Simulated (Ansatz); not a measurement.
Total density of states per atom from DFT-r²SCAN in the program Ansatz with PAW potentials, in 0.25 eV bins, energy from the Fermi level:

```
E (eV) | states/eV/atom
    -7.85 |  0.02
    -7.60 | # 0.04
    -7.35 | # 0.05
    -7.10 | # 0.07
    -6.85 | # 0.09
    -6.60 | # 0.11
    -6.35 | ## 0.17
    -6.10 | ####### 0.50
    -5.85 | ################ 1.17
    -5.60 | ###################### 1.65
    -5.35 | ############################## 2.24
    -5.10 | ######################### 1.89
    -4.85 | ###################### 1.63
    -4.60 | ################ 1.22
    -4.35 | ###################### 1.66
    -4.10 | ################ 1.17
    -3.85 | ############### 1.11
    -3.60 | ################### 1.41
    -3.35 | ################# 1.24
    -3.10 | ################# 1.24
    -2.85 | ######################## 1.78
    -2.60 | ######################## 1.79
    -2.35 | ################### 1.41
    -2.10 | ################## 1.35
    -1.85 | ################# 1.24
    -1.60 | ############### 1.08
    -1.35 | ############# 0.96
    -1.10 | ############# 0.95
    -0.85 | ######### 0.66
    -0.60 | ####### 0.55
    -0.35 | ############ 0.88
    -0.10 | ########## 0.76
     0.15 | ############## 1.02
     0.40 | ############### 1.10
     0.65 | ########### 0.79
     0.90 | ######## 0.61
     1.15 | ######### 0.65
     1.40 | ########## 0.77
     1.65 | ############### 1.15
     1.90 | ################ 1.19
     2.15 | ################## 1.32
     2.40 | ############# 1.00
     2.65 | ######## 0.62
     2.90 | ###### 0.47
     3.15 | ###### 0.43
     3.40 | ##### 0.35
     3.65 | #### 0.29
     3.90 | #### 0.27
     4.15 | ### 0.25
     4.40 | ### 0.23
     4.65 | ### 0.22
```

Q: Pick the material that matches.
A. LaGe2Pd2, I4/mmm (La on 2a, Ge on 4e, Pd on 4d)
B. MoPd, L1₀ or tetragonal B2
C. YSi2Pd2, I4/mmm (Y on 2a, Si on 4e, Pd on 4d)
D. Mo, bcc (W type)

A: B, MoPd, L1₀ or tetragonal B2. Within 0.5 eV of the Fermi level: Mo 4d 64 %, Pd 4d 28 %. Projections are on Löwdin-orthogonalised atomic valence shells; empty p or d shells of many metals are not among them.

Space group P4/mmm (L1₀ or tetragonal B2). The start of the workflow was typed in or built on a structure type; neither database checked (COD, Materials Project) lists it. Its standing as an ambient phase is unchecked. The cell was relaxed with r²SCAN under the symmetry of its start; whether a distortion lowers the energy is not shown. The run is not spin-polarised. Spin–orbit coupling is left out wherever it is not named.

Potentials: the earlier of the program's two PAW sets.
